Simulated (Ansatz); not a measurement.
Computed frozen-phonon scan: Mo2C (space group Pbcn)

Mo2C (space group Pbcn)

```yaml
crystal:
  lattice:
    - [4.67985, 0.00000, 0.00000]
    - [0.00000, 5.97905, 0.00000]
    - [0.00000, 0.00000, 5.15003]
  atoms:
    - { symbol: Mo, position: [0.24551, 0.87756, 0.07966] }
    - { symbol: Mo, position: [0.75449, 0.12244, 0.92034] }
    - { symbol: Mo, position: [0.25449, 0.62244, 0.57966] }
    - { symbol: Mo, position: [0.74551, 0.37756, 0.42034] }
    - { symbol: Mo, position: [0.74551, 0.62244, 0.92034] }
    - { symbol: Mo, position: [0.25449, 0.37756, 0.07966] }
    - { symbol: Mo, position: [0.75449, 0.87756, 0.42034] }
    - { symbol: Mo, position: [0.24551, 0.12244, 0.57966] }
    - { symbol: C, position: [0.50000, 0.87729, 0.75000] }
    - { symbol: C, position: [0.50000, 0.12271, 0.25000] }
    - { symbol: C, position: [0.00000, 0.62271, 0.25000] }
    - { symbol: C, position: [0.00000, 0.37729, 0.75000] }
```

The atoms are displaced by Q × the pattern below (from a DFPT mode at Γ, largest move 1; Q in Å), at fixed cell.

| atom | x | y | z |
|---|---|---|---|
| Mo1 | 0.817 | 0.499 | -0.194 |
| Mo2 | -0.817 | -0.499 | 0.194 |
| Mo3 | -0.817 | -0.499 | -0.194 |
| Mo4 | 0.817 | 0.499 | 0.194 |
| Mo5 | -0.817 | 0.499 | -0.194 |
| Mo6 | 0.817 | -0.499 | 0.194 |
| Mo7 | 0.817 | -0.499 | -0.194 |
| Mo8 | -0.817 | 0.499 | 0.194 |
| C9 | -0.495 | 0.000 | -0.869 |
| C10 | 0.495 | 0.000 | 0.869 |
| C11 | 0.495 | 0.000 | -0.869 |
| C12 | -0.495 | 0.000 | 0.869 |

Method: LDA (plane waves to 420 eV, PAW, scalar-relativistic; Ansatz, an electronic-structure program). k mesh 8×7×7 (Γ-centred), Fermi-Dirac smearing 0.05 eV. The energy includes the smearing's −TS. Compression counts positive. With partly filled bands, energies and forces of such displacements shift with the k mesh and the smearing. Mo2C is run without spin polarisation. Mo2C was relaxed with its symmetry unable to fall. The zero of ΔE is the undisplaced structure.

```tsv
Q (Å)	ΔE (eV/cell)	P (GPa)	−dE/dQ from forces (eV/Å)
-0.280	5.611	12.8	40.383
-0.233	3.888	8.8	33.496
-0.187	2.484	5.6	26.711
-0.140	1.395	3.1	19.975
-0.093	0.619	1.4	13.288
-0.047	0.154	0.3	6.620
0.000	0.000	0.0	0.000
0.047	0.154	0.3	-6.620
0.093	0.619	1.4	-13.288
0.140	1.395	3.1	-19.975
0.187	2.484	5.6	-26.711
0.233	3.888	8.8	-33.496
0.280	5.611	12.8	-40.383
```

Summary:

| Property | Value |
|---|---|
| Energy at Q = 0.280 Å | 5611 meV/cell |
| Space group of the distorted cell | P2_1/c (No. 14), lowered from Pbcn |
| Symmetry of the curve | even: the same for both signs |
| Shape of the curve | a single well with its minimum at or next to zero displacement |
| Harmonic wavenumber from the curvature (finite differences) | 222 cm⁻¹ |
| Wavenumber by perturbation theory (DFPT, on another k mesh) | 222 cm⁻¹ |

The 13 points together took about 10 core-minutes (a rough figure).

(For displaced atoms, the force is minus the slope of the energy, and its curvature is a force constant, which sets phonon frequencies.)
